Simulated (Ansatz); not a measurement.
W:
```cif
data_W6
_chemical_formula_sum 'W6'
_space_group_name_H-M_alt 'P 1'
_space_group_IT_number 1
_cell_length_a 5.19676
_cell_length_b 5.19676
_cell_length_c 5.19676
_cell_angle_alpha 60.000
_cell_angle_beta 60.000
_cell_angle_gamma 60.000
loop_
_space_group_symop_operation_xyz
  'x, y, z'
loop_
_atom_site_label
_atom_site_type_symbol
_atom_site_fract_x
_atom_site_fract_y
_atom_site_fract_z
_atom_site_occupancy
W1 W 0.75000 0.75000 0.75000 1
W2 W 0.50000 0.50000 0.50000 1
W3 W 0.12500 0.62500 0.12500 1
W4 W 0.12500 0.12500 0.12500 1
W5 W 0.62500 0.12500 0.12500 1
W6 W 0.12500 0.12500 0.62500 1
```

Relaxed with r²SCAN.

Problem. Which orbitals make up the states near the Fermi level in DFT-r²SCAN in the program Ansatz with PAW potentials?

Solution. Within 0.5 eV of the Fermi level: W 5d 93 %. Projections are on Löwdin-orthogonalised atomic valence shells; empty p or d shells of many metals are not among them.

Problem. Tabulate the density of states.

Solution. States/eV per cell of 6 atoms, in 0.25 eV bins, energy from the Fermi level.

```csv
E (eV),total,W 5d,W 6s,W 5p
-7.85,0.60,0.05,0.48,0.02
-7.60,0.71,0.08,0.55,0.02
-7.35,0.92,0.15,0.68,0.03
-7.10,1.08,0.31,0.68,0.03
-6.85,1.22,0.48,0.65,0.03
-6.60,1.44,0.71,0.64,0.03
-6.35,2.61,1.28,1.20,0.06
-6.10,2.23,1.14,0.99,0.05
-5.85,3.45,1.92,1.40,0.06
-5.60,4.97,3.41,1.43,0.06
-5.35,4.76,3.46,1.17,0.06
-5.10,5.93,4.59,1.17,0.08
-4.85,3.34,2.75,0.50,0.04
-4.60,3.27,2.75,0.44,0.05
-4.35,3.90,3.35,0.44,0.07
-4.10,4.29,3.82,0.36,0.07
-3.85,3.21,2.90,0.23,0.05
-3.60,5.28,4.85,0.32,0.06
-3.35,8.17,7.48,0.51,0.08
-3.10,7.74,7.20,0.38,0.07
-2.85,8.12,7.44,0.48,0.08
-2.60,9.20,8.63,0.32,0.11
-2.35,11.45,10.40,0.58,0.15
-2.10,9.53,8.24,0.70,0.15
-1.85,8.56,7.07,0.66,0.13
-1.60,4.53,3.69,0.32,0.08
-1.35,1.84,1.51,0.13,0.04
-1.10,1.75,1.56,0.11,0.03
-0.85,2.24,2.03,0.11,0.03
-0.60,2.70,2.44,0.13,0.03
-0.35,3.77,3.43,0.16,0.03
-0.10,10.45,9.82,0.30,0.04
0.15,4.95,4.56,0.20,0.02
0.40,5.67,5.29,0.19,0.02
0.65,5.03,4.75,0.13,0.02
0.90,2.93,2.74,0.09,0.02
1.15,2.49,2.31,0.09,0.01
1.40,1.71,1.58,0.06,0.01
1.65,2.48,2.31,0.08,0.01
1.90,5.10,4.76,0.15,0.02
2.15,4.52,4.19,0.16,0.01
2.40,6.40,6.06,0.13,0.01
2.65,8.24,7.85,0.15,0.01
2.90,6.37,6.01,0.15,0.01
3.15,7.09,6.63,0.20,0.01
```

Space group Fd-3m. The start of the workflow was typed in or built on a structure type; neither database checked (COD, Materials Project) lists it. It is not the phase usual at ambient conditions (space group No. 229). Symmetry was held in the r²SCAN relaxation; its stability against distortions is not shown here. No spin polarisation was allowed. Spin–orbit coupling is left out wherever it is not named.

Potentials: the earlier of the program's two PAW sets.
